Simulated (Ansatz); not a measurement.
According to plane-wave PAW r²SCAN (Ansatz code), LuAlN2 in the orthorhombic phase (Pna2_1; Lu on 4a, Al on 4a, N on 4a, N on 4a) relaxes to a = 5.869 Å, b = 6.903 Å, c = 5.177 Å. Al has 4 nearest neighbours from 1.88 Å (tetrahedral). Against the elements it lies at -1.67 eV/atom, with no fitted shifts.

The Kohn–Sham gap is 3.28 eV (indirect). Electrons at the band edge weigh 0.55, 1.1, 1.3 mₑ (principal values). The hole mass is 0.89, 1.8, 2.2 mₑ (principal values).

The bulk modulus is 161 GPa. Bader charges are Lu +1.95, Al +2.47, N -2.22 to -2.20 e.

The start of the workflow was typed in or built on a structure type; neither database checked (COD, Materials Project) lists it. Whether it is the stable phase at ambient conditions was not checked. Symmetry was held in the r²SCAN relaxation; whether a distortion lowers the energy is not shown. The references are the lowest solids computed at this level, not always the standard phases (solids in place of the gases). Spin–orbit coupling is left out wherever it is not named.

Potentials: the earlier of the program's two PAW sets.
